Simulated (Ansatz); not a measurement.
Start of a relaxation of Sb2As2C:

```yaml
crystal:
  lattice:
    - [4.38332, 0.00000, 0.00000]
    - [-2.19166, 3.79606, 0.00000]
    - [0.00000, 0.00000, 7.55977]
  atoms:
    - { symbol: Sb, position: [0.66667, 0.33333, 0.37132] }
    - { symbol: Sb, position: [0.33333, 0.66667, 0.62868] }
    - { symbol: As, position: [0.66667, 0.33333, 0.72790] }
    - { symbol: As, position: [0.33333, 0.66667, 0.27210] }
    - { symbol: C, position: [0.00000, 0.00000, 0.00000] }
```

Computed with Ansatz, DFT PBE, scalar-relativistic, plane waves, PAW. Cutoff 420 eV, Gaussian smearing, Γ-centred meshes. Cell and atoms relax first on a coarse mesh and then on a finer one. In between, the cell is made exact in the group found at 0.06 Å. In metals the finer mesh still leaves noise of several meV/atom or more. The steps can't lower the symmetry of their start. No spin polarisation.

A guess keeps its type if space group and coordination stay and the shape of the cell changes little (axis ratios within about 15 %, angles within 6°); the volume may change.

Problem. Does this structure survive the relaxation?

Solution. It doesn't keep its type. The symmetry stays P-3m1 (No. 164). The volume per atom shrinks by 20.8 %, from 25.2 to 19.9 Å³. The shortest distance goes from 2.64 Å (Sb–As) to 2.29 Å (As–C). The ratio c/a of the conventional cell changes by a factor of 1.87. Counting neighbours within 15 % of an atom's shortest distance, the start has As 4, C 6, Sb 4 and the end As 3, C 6, Sb 9. In detail, at the end around Sb lie 3 As at 3.10 Å and 6 Sb at 3.29 Å; As is surrounded by 3 C at 2.29 Å and 3 Sb at 3.10 Å; around C lie 6 As at 2.29 Å.

```xyz
5
Lattice="3.2890 0.0000 0.0000 -1.6445 2.8483 0.0000 0.0000 0.0000 10.6287" Properties=species:S:1:pos:R:3 pbc="T T T"
Sb    1.6445    0.9494    3.7222
Sb    0.0000    1.8989    6.9064
As    1.6445    0.9494    9.3566
As    0.0000    1.8989    1.2721
C     0.0000    0.0000    0.0000
```

The zero of energy is the elements' standard structures at the same level; no fitted shifts are applied.

Problem. At what energy does it end?

Solution. +0.83 eV/atom. It can't be a ground state, since the elements alone are lower.

The last run used a 12×12×4 mesh (in the run's order of axes) for its 5-atom cell and Gaussian smearing of 0.10 eV. No dispersion correction is applied, so the spacing and binding between layers, chains or molecules are poorly described. Spin–orbit coupling, which can matter for Sb, is left out. The reference forms of As and C are held partly by dispersion forces, which this level lacks. Symmetry constrained the relaxation, so the result can be a saddle point. Another cell of Sb2As2C relaxed alike, in P6_3/mmc, lies 118 meV/atom lower, so this cell isn't the stable form at this level.
